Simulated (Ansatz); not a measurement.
CrO$_{2}$ (rutile), relaxed and computed with several functionals in Ansatz (plane waves, PAW).

| functional | a (Å) | c (Å) | V (Å³/atom) | spin order and moments (μB) |
|---|---|---|---|---|
| r²SCAN | 4.404 | 2.912 | 9.41 | ferromagnetic; net 0.67 per atom; largest site about 2.2 |
| HSE06 | 4.368 | 2.923 | 9.29 | ferromagnetic; net 0.67 per atom; largest site about 2.2 |
| PBEsol | ? | ? | ? | ? |

Fill in the missing entries.


- PBEsol, a (Å): 4.392
- PBEsol, c (Å): 2.888
- PBEsol, V (Å³/atom): 9.29
- PBEsol, spin order and moments (μB): ferromagnetic; net 0.67 per atom; largest site about 2.1

Spin orders computed, not proven ground states: CrO2, rutile with r²SCAN ferromagnetic; CrO2, rutile with HSE06 ferromagnetic; CrO2, rutile with PBEsol ferromagnetic. All cells were relaxed under the symmetry of their starts (and spin orders); stability against distortions was not tested throughout. No Hubbard U is applied.

Potentials: the later of the program's two PAW sets.

Ansatz (a first-principles code) is a plane-wave DFT program.
